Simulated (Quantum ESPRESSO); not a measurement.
SiO2 has the trigonal space group R32, hexagonal axes (No. 155), Pearson symbol hR9. Conventional cell: a = 7.951 Å, b = 7.951 Å, c = 7.850 Å, α = 90.00°, β = 90.00°, γ = 120.00°. O1 on 9e has 2 Si at 1.624 Å (bent). O2 on 9d has 2 Si at 1.608 Å (bent). Si on 9e sees 4 O at 1.608–1.624 Å (tetrahedral). (Neighbours: up to the widest gap in distance over summed covalent radii, below 1.35, at either atom.)
(The calculation used a cell of 9 atoms; values per cell refer to that cell.)

The geometry is that of Materials Project entry mp-546546, symmetrised and not relaxed again.

Problem. What does norm-conserving PBEsol (Quantum ESPRESSO, 84 Ry, no spin-orbit coupling) give for the electronic structure near the Fermi level?

Solution. The PBEsol gap is 5.76 eV and nearly direct: the edges lie at 40 % of the way from Q to Γ and Γ, the smallest direct gap within 0.02 eV of it. Another valence extremum on the path lies within 0.02 eV, too close to call. 

This is not the ordinary phase of the substance; no match was found in the copy of COD used, and its stability was not checked.
